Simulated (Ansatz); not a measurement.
CrB:
Space group Cmcm (No. 63); a = 2.9032 Å, b = 7.7955 Å, c = 2.9017 Å, α = 90.00°, β = 90.00°, γ = 90.00°

```csv
atom,site,symmetry,x,y,z
Cr,4c,m2m,0.0000,0.1453,0.2500
B,4c,m2m,0.0000,0.4350,0.2500
```
(The calculation used a cell of 4 atoms; values per cell refer to that cell.)

Relaxed at zero pressure with r²SCAN in the plane-wave PAW code Ansatz.

Task: The volume is raised by 6 % and shape and atoms relax at that volume. What pressure results, and how do the axes share the change?

Result: -16.4 GPa; a 2.2 %, b 1.8 %, c 1.9 %; the energy rises by 27 meV/atom.

Task: Give the new structure.

Result: 
Space group Cmcm (No. 63); a = 2.9670 Å, b = 7.9378 Å, c = 2.9557 Å, α = β = γ = 90.00°

```tsv
atom	site	symmetry	x	y	z
Cr	4c	m2m	0.0000	0.1443	0.2500
B	4c	m2m	0.0000	0.4356	0.2500
```

The phase is kept; no other phase was compared at this pressure.

The workflow started from an entry of the Crystallography Open Database (COD). Its standing as an ambient phase is unchecked. The r²SCAN relaxation kept the symmetry of its start; whether a distortion lowers the energy is not shown. The workflow began spin-polarised and lost its moments.

Potentials: the later of the program's two PAW sets.
